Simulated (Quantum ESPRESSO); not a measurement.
# Strain and stress in ZnIn3O5F

Calculated results; nothing here was measured. They come from pw.x of Quantum ESPRESSO 7.5, a plane-wave density functional program, with PseudoDojo standard norm-conserving files (v0.5 for PBE, v0.4.1 for LDA and PBEsol). The cells are made up: elements, strain and atom displacements were drawn at random, and nothing was relaxed. There is no spin polarisation, spin-orbit coupling or dispersion term.

The cell has 10 sites of a corundum lattice. Sites 1 to 4 hold Zn In In In; sites 5 to 10 hold O F O O O O. Cell vectors in Å: (2.691, 1.464, 4.918); (-2.764, 1.539, 4.935); (0.028, -3.228, 5.000). Settings: PBE, cutoff 1143 eV, 5 x 5 x 5 k mesh shifted by half a step, Fermi-Dirac smearing of 0.025 eV.

Each run adds the same linear strain along x, y and z to one cell, with the atoms carried along; the vectors above are those of run 4. Stress is positive in tension and P is minus a third of its trace. E is the free energy for each atom above the lowest run shown.

```
run  strain (%)  s_xx (GPa)  s_yy (GPa)  s_zz (GPa)  s_xy (GPa)  P (GPa)  E (meV/atom)
  1       -1.95      -12.40      -15.68      -13.79       -0.42    13.96         42.56
  2       -1.45       -9.57      -12.52      -10.91       -0.37    11.00         27.89
  4       -0.49       -4.68       -7.07       -5.94       -0.28     5.90          8.64
  5        0.52       -0.24       -2.09       -1.41       -0.20     1.25          0.00
  6        1.16        2.25        0.71        1.13       -0.15    -1.36          0.08
  7        2.35        6.27        5.23        5.23       -0.07    -5.58         10.57
  3       -0.80           ?           ?           ?           ?        ?             ?
```

A rerun of one of these cells at 1437 eV and k mesh 7 x 7 x 7 moved values by no more than 0.003 eV in the cell's energy, 0.03 GPa in stress and 0.002 eV/Å in force.

## Worked fit

A parabola through the six runs shown gives P = 3.57 - 4.66 e + 0.332 e² GPa, with e in per cent and a scatter of 0.05 GPa. A linear strain of 1 % changes the volume by about 3 %, so the bulk modulus of this cell with clamped atoms is about 155 ± 2 GPa at e = 0. The error is the larger of the fit's own and the change that a cubic makes, rounded up.

## Withheld run

Question: what P should run 3 give?

The fit gives 7.51 GPa. The calculation gave 7.47 GPa.

| run | strain (%) | s_xx (GPa) | s_yy (GPa) | s_zz (GPa) | s_xy (GPa) | P (GPa) | E (meV/atom) |
| --- | --- | --- | --- | --- | --- | --- | --- |
| 3 | -0.80 | -6.19 | -8.76 | -7.47 | -0.31 | 7.47 | 13.65 |